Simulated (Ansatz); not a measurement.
All numbers below come from Ansatz, DFT PBE, scalar-relativistic, plane waves, PAW, and for the lanthanide a 4f-in-core norm-conserving potential. All cells share a 770 eV cutoff and Γ-centred k meshes spaced at most about 0.3 Å⁻¹ (about 0.25 or finer for metals, 2π included). No spin polarisation in the final relaxations.

Temperature and zero-point effects are left out. All come from trial cells, and lower structures may exist.

Question: These unrelaxed guesses for Na4Er are each relaxed within their symmetry. Order them by the energy at which they end, lowest first.
A.

```cif
data_structure
_symmetry_space_group_name_H-M 'F-43m'
_symmetry_Int_Tables_number 216
_cell_length_a 7.9830
_cell_length_b 7.9830
_cell_length_c 7.9830
_cell_angle_alpha 90.000
_cell_angle_beta 90.000
_cell_angle_gamma 90.000
_cell_volume 508.75
loop_
_atom_site_label
_atom_site_type_symbol
_atom_site_symmetry_multiplicity
_atom_site_Wyckoff_symbol
_atom_site_fract_x
_atom_site_fract_y
_atom_site_fract_z
_atom_site_occupancy
Na1 Na 16 e 0.11801 0.38199 0.61801 1
Er1 Er 4 b 0.50000 0.00000 0.00000 1
```

B.

```cif
data_structure
_symmetry_space_group_name_H-M 'Pm-3m'
_symmetry_Int_Tables_number 221
_cell_length_a 4.9873
_cell_length_b 4.9873
_cell_length_c 4.9873
_cell_angle_alpha 90.000
_cell_angle_beta 90.000
_cell_angle_gamma 90.000
_cell_volume 124.05
loop_
_atom_site_label
_atom_site_type_symbol
_atom_site_symmetry_multiplicity
_atom_site_Wyckoff_symbol
_atom_site_fract_x
_atom_site_fract_y
_atom_site_fract_z
_atom_site_occupancy
Na1 Na 3 c 0.00000 0.50000 0.50000 1
Na2 Na 1 a 0.00000 0.00000 0.00000 1
Er1 Er 1 b 0.50000 0.50000 0.50000 1
```

Answer: A (ends in F-43m, 0 meV/atom), B (ends in Pm-3m, 259 meV/atom). Even the lowest end lies +0.54 eV/atom against the elements.

Cells relaxed within their symmetry can be saddle points. Some types were kept out of the candidates beforehand, so the set may lack a known form.

The lanthanide is trivalent by construction, without f bands, f moments or other valences. The reference runs of the other elements, and any phases without the lanthanide, used 420 eV, which shifts energies against them by under 10 meV/atom. The lanthanide's reference is the lowest of its hcp, dhcp and fcc cells.
